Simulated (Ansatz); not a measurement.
W (bcc (W type)), relaxed and computed with several functionals in Ansatz (plane waves, PAW).

| functional | a (Å) | B₀ by P(V) fit (GPa) |
|---|---|---|
| PBE | … | … |
| r²SCAN | 3.169 | 319 |
| PBEsol | 3.155 | 324 |
| LDA | 3.136 | 335 |

Question: What belongs in the gaps?

Answer: 
- PBE, a (Å): 3.184
- PBE, B₀ by P(V) fit (GPa): 304

All cells were relaxed under the symmetry of their starts (and spin orders); stability against distortions was not tested throughout. Named crystals with no word on spin ran without spin polarisation. Spin–orbit coupling is left out wherever it is not named.

Potentials: the earlier of the program's two PAW sets. The files were generated under PBE; for other functionals the program regenerates the frozen cores, and for LDA and PBEsol the local potential too.

Ansatz (an electronic-structure program) is a plane-wave DFT program.
